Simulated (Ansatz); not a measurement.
Data:

Y$_{2}$C:
Space group R-3m, hexagonal axes (No. 166); a = 3.561 Å, b = 3.561 Å, c = 18.280 Å, α = 90.00°, β = 90.00°, γ = 120.00°

```json
[
 {"atom": "Y", "site": "6c", "symmetry": "3m", "x": "0.0000", "y": "0.0000", "z": "0.2602"},
 {"atom": "C", "site": "3a", "symmetry": "-3m", "x": "0.0000", "y": "0.0000", "z": "0.0000"}
]
```
(The calculation used a cell of 3 atoms; values per cell refer to that cell.)

This is the PBEsol-relaxed structure.

**Question.** All from DFT-PBEsol in the program Ansatz with PAW potentials, unless another level is named. Estimate the electronic character.

**Answer.** metallic (no gap).

**Question.** Next, the density of states at the Fermi level?

**Answer.** 1.1 states/eV per atom (mean over ±0.08 eV).

**Question.** Predict the formation energy from the elements (no fitted shifts).

**Answer.** -0.33 eV/atom.

**Question.** What about the gap with spin–orbit coupling?

**Answer.** none (metallic).

The workflow started from a Materials Project entry (that database holds measured and hypothetical structures alike); the Crystallography Open Database files this formula in space group No. 166, but the cells were not matched. Whether it is the stable phase at ambient conditions was not checked. Symmetry was held in the PBEsol relaxation; whether a distortion lowers the energy is not shown. No spin polarisation was allowed. The references are the lowest solids computed at this level, not always the standard phases. Spin–orbit coupling is left out wherever it is not named.

Potentials: the later of the program's two PAW sets.
